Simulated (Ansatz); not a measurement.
**PbF2: changing the choice of potentials or basis**

```yaml
crystal:
  lattice:
    - [0.00000, 2.96366, 2.96366]
    - [2.96366, 0.00000, 2.96366]
    - [2.96366, 2.96366, 0.00000]
  atoms:
    - { symbol: Pb, position: [0.00000, 0.00000, 0.00000] }
    - { symbol: F, position: [0.75000, 0.75000, 0.75000] }
    - { symbol: F, position: [0.25000, 0.25000, 0.25000] }
```

Kept alike: task single point; functional PBEsol; k mesh 8 × 8 × 8; occupations fermi-dirac, width 0.05 eV; no spin polarisation. Program: Ansatz. Cutoffs run from 1050 to 1800 eV. The mesh is that of the run's cell of 3 atoms. No spin-orbit coupling.

| choice of potentials or basis | band gap (eV) |
| --- | --- |
| Ansatz PAW (files of its older set among them) (made for PBE) | 4.311 |
| JTH PAW (made for PBE) | 4.309 |
| PseudoDojo standard (PBEsol files) | 4.322 |
| PseudoDojo stringent (PBEsol files) | 4.331 |

Spin-orbit coupling, left out here, moves the band edges of heavy atoms and can close or invert small gaps. A gap read on the mesh alone can miss an edge between its points.

Question: What does the choice of potentials or basis change here?

Answer: The band gap runs from 4.309 (JTH PAW (made for PBE)) to 4.331 eV (PseudoDojo stringent (PBEsol files)).
